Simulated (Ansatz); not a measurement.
# zincblende-structured CuS

Level of theory: DFT, PBEsol, scalar-relativistic, collinear spin; plane waves to 420 eV with PAW datasets (Ansatz 0.2.0), 10×10×10 k-mesh, Gaussian smearing of 0.05 eV. The datasets are Ansatz's generated set soft_2.

```
Cu S
1.0
     0.00000    2.56211    2.56211
     2.56211    0.00000    2.56211
     2.56211    2.56211    0.00000
Cu S
1 1
Direct
  0.00000 0.00000 0.00000
  0.25000 0.25000 0.25000
```

The start was a prototype's sites filled with these elements. The Crystallography Open Database lists the compound in space groups Cmcm, P63/mmc, so this is a trial structure.

Magnetic state: non-magnetic, site spin moments none.

The cell above was scaled in volume, its shape and atoms being fixed by the lattice's symmetry. Energies are counted from the cell above.

Cell and atoms are those of this level's equilibrium.

| V (Å³/atom) | ΔE (meV/atom) | P from the stress (GPa) |
| --- | --- | --- |
| 16.146 | 8.94 | 4.43 |
| 16.482 | 2.14 | 2.09 |
| 16.819 | 0.00 | 0.00 |
| 17.155 | 2.01 | -1.87 |
| 17.491 | 7.73 | -3.53 |

Problem. Do the energies and the pressures agree? Compare −ΔE/ΔV between neighbouring points (1 meV/Å³ = 0.1602 GPa) with the mean of their pressures.

Solution. 
```
interval (Å³/atom)  −ΔE/ΔV (GPa)  mean P (GPa)
    16.15 to 16.48           3.2           3.3
    16.48 to 16.82           1.0           1.0
    16.82 to 17.16          -1.0          -0.9
    17.16 to 17.49          -2.7          -2.7
```
They differ by 0.03 GPa at most.

Problem. What do the two routes give for V0, B0 and B0′?

Solution. A third-order Birch–Murnaghan fit of the energies: V0 = 16.82 Å³/atom, B0 = 99 GPa, B0′ = 4.6. A polynomial of P in ln V, with B = −dP/d ln V at P = 0: V0 = 16.82 Å³/atom, B0 = 99 GPa, B0′ = 4.7.

B0·V0 = 98.8 GPa × 16.82 Å³ = 10.38 eV/atom sets the scale: near the minimum ΔE ≈ ½ B0 V0 x², with x = V/V0 − 1, and a pressure of 1.0 GPa squeezes the volume by about 1 %. At the ends of the curve: x = −4.0 % predicts 8.3 meV/atom and the run gives 8.9; x = +4.0 % predicts 8.3 meV/atom and the run gives 7.7. The curve is steeper than the parabola on the compressed side and flatter on the expanded side: the bulk modulus rises with pressure.

The starting moments died out; a magnetic state reached from other starts isn't excluded. No antiparallel order was tried, and in such compounds it can hold moments and open a gap where a parallel start collapses. The run is a metal.
